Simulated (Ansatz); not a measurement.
Relaxation of a relaxed Mo cell, doubled along one cell vector, shaken by Gaussian noise of σ = 0.08 Å a coordinate; 2 atoms in the cell, which starts as P-1 (No. 2), aP2; a = b = 2.7285 Å, c = 4.4556 Å, α = β = 90.00°, γ = 109.47°. Method: r2SCAN (plane waves to 500 eV, PAW, scalar-relativistic; Ansatz, a program for electronic structure). Γ-centred k-mesh 14×7×14 on the run's cell (coarser than for final values), Fermi–Dirac smearing 0.05 eV. This is the first round of the run. 

The optimiser's lines from the output (shortened; P is positive under compression):

```
relax step   1: F+E_penalty+E_count = -9934.77928249 eV  Δ(F+E_penalty+E_count) = +0.000e0 eV  max|allowed force component| = 2.698e0 eV/Å  Δτ_max = 0.0000 Å  P = +5.918 GPa  Ω = 31.274 Å³  (6 SCF iters, dr2 threshold 1.00e-7 eV, accepted)
relax step   2: F+E_penalty+E_count = -9935.11413597 eV  Δ(F+E_penalty+E_count) = -3.349e-1 eV  max|allowed force component| = 8.770e-1 eV/Å  Δτ_max = 0.1955 Å  P = +1.421 GPa  Ω = 31.261 Å³  (8 SCF iters, dr2 threshold 2.00e-7 eV, accepted)
relax step   3: F+E_penalty+E_count = -9935.16639920 eV  Δ(F+E_penalty+E_count) = -5.226e-2 eV  max|allowed force component| = 1.496e-1 eV/Å  Δτ_max = 0.0552 Å  P = -2.463 GPa  Ω = 31.653 Å³  (7 SCF iters, dr2 threshold 2.00e-7 eV, accepted)
relax step   4: F+E_penalty+E_count = -9935.17455343 eV  Δ(F+E_penalty+E_count) = -8.154e-3 eV  max|allowed force component| = 5.977e-3 eV/Å  Δτ_max = 0.0293 Å  P = +0.376 GPa  Ω = 31.310 Å³  (7 SCF iters, dr2 threshold 2.00e-7 eV, accepted)
relax step   5: F+E_penalty+E_count = -9935.17636032 eV  Δ(F+E_penalty+E_count) = -1.807e-3 eV  max|allowed force component| = 5.820e-4 eV/Å  Δτ_max = 0.0009 Å  P = -0.042 GPa  Ω = 31.357 Å³  (6 SCF iters, dr2 threshold 2.00e-7 eV, accepted)
relax step   6: F+E_penalty+E_count = -9935.17636833 eV  Δ(F+E_penalty+E_count) = -8.009e-6 eV  max|allowed force component| = 4.259e-5 eV/Å  Δτ_max = 0.0001 Å  P = -0.001 GPa  Ω = 31.353 Å³  (4 SCF iters, dr2 threshold 2.79e-8 eV, accepted)
relax step   7: F+E_penalty+E_count = -9935.17642080 eV  Δ(F+E_penalty+E_count) = -5.247e-5 eV  max|allowed force component| = 3.839e-5 eV/Å  Δτ_max = 0.0000 Å  P = -0.001 GPa  Ω = 31.353 Å³  stress off target by 4.05e-3 GPa  SCF on the basis re-selected at this cell (its energy is not comparable with the rows above)  (6 SCF iters)
```

From the first to the last row the energy changes by -0.20 eV/atom and the volume by +0.3 %. The last row is marked as not comparable with the walk above it, whose basis was carried along; it does compare with step 1, since both stand on a basis selected at the nominal cutoff for their own cell.

Later rounds, restarted from the end of this one on a renewed k-mesh, logged 4 more steps. The final structure after all rounds: Im-3m (No. 229), cI2, bcc (W type); a = 3.151 Å, b = 3.151 Å, c = 3.151 Å, α = 90.00°, β = 90.00°, γ = 90.00°. No spin polarisation in the result.

The run could not lose the symmetry of its start.
